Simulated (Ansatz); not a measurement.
# How long does this Ansatz run take?

```yaml
crystal:
  lattice:
    - [2.8590303335, 0.0, 0.0]
    - [-1.4295151667, 2.475992899, 0.0]
    - [0.0, 0.0, 2.7931331469]
  atoms:
    - { symbol: W, position: [0.0, 0.0, 0.0], spin: 2.0 }
    - { symbol: C, position: [0.6666666667, 0.3333333333, 0.5] }
magnetization:
  spin_polarized: true
kpoints:
  mp_grid: { grid: [18, 18, 16] }
scf:
  occupations: { method: fermi_dirac, width: 0.05 }
hamiltonian:
  xc: pbe
  pseudopotentials: { kind: paw }
output:
  forces: true
  stress: true
  populations: true
  efg: { contact_densities: true }
relax:
  f_tol: 0.02
  max_steps: 60
```

```sh
ansatz run input.yaml --threads 1 --pin off --max-ram 3072MiB --backend cpu --events-out ev --progress --plain --runs-dir out
```

It runs on 1 thread of Intel Xeon 6975P-C (Granite Rapids) (x86_64; 16 cores open to the job, memory cap 3.0 GiB, no GPU), a shared host with a load of 0.6 a core.

**Question.** Estimate the wall time and the peak memory.

**Answer.** About 17 s of wall time (17 s of CPU time) and 0.63 GiB. The run holds 18 valence electrons in 14 bands, about 405 plane waves a k-point and 333 irreducible k-points, and took 11 SCF iterations, over 1 ionic steps. Times on a shared host vary by tens of per cent.
